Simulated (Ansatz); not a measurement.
ZnInGaO4 (InGaZnO4 type, space group R3m)

```yaml
crystal:
  lattice:
    - [1.65535, 0.95571, 8.58736]
    - [-1.65535, 0.95571, 8.58736]
    - [0.00000, -1.91143, 8.58736]
  atoms:
    - { symbol: In, position: [0.99693, 0.99693, 0.99693] }
    - { symbol: Ga, position: [0.21290, 0.21290, 0.21290] }
    - { symbol: Zn, position: [0.78126, 0.78126, 0.78126] }
    - { symbol: O, position: [0.13651, 0.13651, 0.13651] }
    - { symbol: O, position: [0.87897, 0.87897, 0.87897] }
    - { symbol: O, position: [0.28863, 0.28863, 0.28863] }
    - { symbol: O, position: [0.70480, 0.70480, 0.70480] }
```

The slice is a (-1 1 0 4) plane (indices of the conventional cell) through the point (0.879, 0.879, 0.879) (fractional), spanned by u = [1 0 -1] and v = [1 -1 1] in vectors of this cell: u (3.31 Å) and v (9.40 Å, at 90° to u). It covers one period; positions are fractions (u, v).

The numbers are results of r2SCAN (plane waves to 500 eV, PAW, scalar-relativistic; Ansatz, a program for electronic structure), not measurements. k mesh 12×12×12. These are valence fields of a PAW run, semicore shells included where kept as valence: close to a nucleus they are smooth pseudo fields. ZnInGaO4 was relaxed with its symmetry unable to fall.

Task: Predict the map of the density of the highest valence band (whole band, smooth part) on the slice.

Result: 
```
v \ u   0.00   0.12   0.25   0.38   0.50   0.62   0.75   0.88
-----  -----  -----  -----  -----  -----  -----  -----  -----
0.92   0.085  0.041  0.008  0.002  0.003  0.002  0.008  0.041
0.83   0.001  0.004  0.022  0.066  0.075  0.066  0.022  0.004
0.75   0.003  0.008  0.060  0.230  0.039  0.230  0.060  0.008
0.67   0.002  0.002  0.004  0.009  0.009  0.009  0.004  0.002
0.58   0.000  0.000  0.000  0.001  0.001  0.001  0.000  0.000
0.50   0.000  0.001  0.004  0.011  0.016  0.011  0.004  0.001
0.42   0.000  0.001  0.007  0.025  0.042  0.025  0.007  0.001
0.33   0.006  0.004  0.002  0.005  0.008  0.005  0.002  0.004
0.25   0.011  0.008  0.003  0.001  0.000  0.001  0.003  0.008
0.17   0.002  0.001  0.001  0.001  0.001  0.001  0.001  0.001
0.08   0.097  0.048  0.010  0.001  0.000  0.001  0.010  0.048
0.00   0.002  0.035  0.009  0.001  0.001  0.001  0.009  0.035
```

Values: density of the highest valence band (whole band, smooth part) in e/Å³.
